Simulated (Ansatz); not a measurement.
Fields on a plane of ZrCu5 (space group F-43m)

```xyz
6
Lattice="0.0000 3.3943 3.3943 3.3943 0.0000 3.3943 3.3943 3.3943 0.0000" Properties=species:S:1:pos:R:3 pbc="T T T"
Zr     0.0000     0.0000     0.0000
Cu     1.6972     1.6972     1.6972
Cu     4.2376     4.2376     4.2376
Cu     2.5511     2.5511     4.2376
Cu     2.5511     4.2376     2.5511
Cu     4.2376     2.5511     2.5511
```

The slice is a {100} plane (indices of the conventional cell) through the point (0.624, 0.127, 0.624) (fractional), spanned by u = [100] and v = [0 1 -1] in vectors of this cell: u (4.80 Å) and v (4.80 Å, at 90° to u). It covers one period; positions are fractions (u, v).

Atoms on it: Cu at (0.00, 0.50); Cu at (0.00, 0.00). Other atoms lie within 1 Å of the plane.

All values below come from PBEsol (plane waves to 420 eV, PAW, scalar-relativistic; Ansatz, a quantum-chemistry and plane-wave program). k mesh 12×12×12. Inside the PAW spheres the values are not all-electron values, and peaks at nuclei hang on which shells count as valence. ZrCu5 is run without spin polarisation. ZrCu5 was relaxed with its symmetry unable to fall.

```
|@@#+=:.               .:=+#@|
|%#*+-..               ..-+*#|
|*++-:.       ...       .:-++|
|==-:..     ...:...     ..:-=|
|::...     ..:::::..     ...:|
|....      ..::-::..      ...|
|...       .::---::.       ..|
|....      ..:---:..      ...|
|::...     ..:::::..     ...:|
|=--:..     ...:...     ..:--|
|*+=-:.       ...       .:-=+|
|%#*=-..               ..-=*#|
|@%#+-:.               .:-+#%|
|@@%*=:.               .:=*%@|
|@@#+=:.               .:=+#@|
|%#*+-.                 .-+*#|
|**+-:.                 .:-+*|
|==-:.        ...        .:-=|
|:::..       .....       ..::|
|....       ..:::..       ...|
|...        ..:::..        ..|
|...        ..:::..        ..|
|::..        .....        ..:|
|==-:.       .....       .:-=|
|*++-:.                 .:-++|
|%#*+-.                 .-+*#|
|@@#+=:.               .:=+#@|
|@@%*=:.               .:=*%@|
```
Scale: ten equal steps from -0.77 (start of ' ') to 1.84 (end of '@'), in the order ' .:-=+*#%@'. Values: log₁₀ of the valence density in e/Å³. The map has 28 points along u (one character each, u = 0 at the left) and 28 along v (v = 0 in the bottom row). The scale is logarithmic, as a density can span decades between atoms and voids.

```
|xxx-...:-:.       .:-:...-xx|
|xxx:..:--.         .--:..:xx|
|=-:...:-:.   ...   .:-:...:-|
|.....:--.   :-=-:   .--:....|
|....:--:.  :=*#*=:  .:--:...|
|...:-=-:  .-*%@%*-.  :-=-:..|
|:::-==-:  .=#@@@#=.  :-==-::|
|..::-=-:  .-*%@%*-.  :-=-::.|
|....:--:.  :+###+:  .:--:...|
|.....:--.  .:===:.  .--:....|
|--:...:-:    ...    :-:...:-|
|xxx:..:-:.         .:-:..:xx|
|xxx-...:-:.       .:-:...-xx|
|xxx=...:--::.....::--:...=xx|
|xxx-...:----:::::----:...-xx|
|xxx:. .:----:::::----:. .:xx|
|x-:.  .:--::.....::--:.  .:-|
|...  .:--:.........:--:.  ..|
|... ..:-:..   .   ..:-:.. ..|
|....:---:.         .:---:...|
|::::----:.         .:----:::|
|...::---:.         .:---::..|
|.....::-:..   .   ..:-::....|
|...  .:--:.........:--:.  ..|
|=-:.  .:--::.....::--:.  .:-|
|xxx:. .:---:::::::---:. .:xx|
|xxx-. .:----:::::----:. .-xx|
|xxx=...:--::.....::--:...=xx|
```
Scale: ten equal steps from 0.12 (start of ' ') to 0.65 (end of '@'), in the order ' .:-=+*#%@'. Values: electron localisation function (ELF). The map has 28 points along u (one character each, u = 0 at the left) and 28 along v (v = 0 in the bottom row). Points within 0.5 Å of a nucleus are blanked (x), as the pseudised field means little there.

- Density on the Cu–Cu line (2.39 Å) at its midpoint: 0.37 e/Å³
- ELF at that point: 0.24
